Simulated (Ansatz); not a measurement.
Data:

Starting cell, TiO2 (anatase):

```yaml
crystal:
  lattice:
    - [-1.88900, 1.88900, 4.79434]
    - [1.88900, -1.88900, 4.79434]
    - [1.88900, 1.88900, -4.79434]
  atoms:
    - { symbol: Ti, position: [0.50000, 0.50000, 0.00000] }
    - { symbol: Ti, position: [0.25000, 0.75000, 0.50000] }
    - { symbol: O, position: [0.29278, 0.29278, 0.00000] }
    - { symbol: O, position: [0.04278, 0.54278, 0.50000] }
    - { symbol: O, position: [0.45722, 0.95722, 0.50000] }
    - { symbol: O, position: [0.70722, 0.70722, 0.00000] }
```

Scan: atom 2 (Ti, nearest neighbour O at 1.933 Å; its periodic images, 3.8 Å or more away, move with it) is displaced along Cartesian [111], direction (0.577, 0.577, 0.577) in Cartesian axes, by s. The other atoms stay.

The numbers are results of r2SCAN (plane waves to 500 eV, PAW, scalar-relativistic; Ansatz, a quantum-chemistry and plane-wave program), not measurements. k mesh 10×10×10 (Γ-centred), Fermi-Dirac smearing 0.05 eV. E stands for the smeared free energy. Left out: 4 of 11 points, with atoms too close for the PAW data. The PAW data are Ansatz's earlier set. TiO2 is run without spin polarisation. TiO2 was relaxed with its symmetry unable to fall. The zero of ΔE is the undisplaced structure.

The scan covers s from -0.348 to 0.348 Å in 7 points.

Task: Is this a single well or a double well?

Result: A single well with its minimum at or next to zero displacement.

Task: Is the energy the same for equal positive and negative displacements?

Result: Even: the same for both signs. With its periodic images moving along, the atom's site symmetry in this cell is -4m2.

Task: What force acts on the atom along the line at s = -0.348 Å?

Result: 4.82 eV/Å.

Task: What is the energy change at s = 0.348 Å?

Result: 693 meV/cell.

Task: What is the force constant k = d²E/ds² of this move at s = 0?

Result: 8.46 eV/Å².

(For displaced atoms, the force is minus the slope of the energy, and its curvature is a force constant, which sets phonon frequencies.)
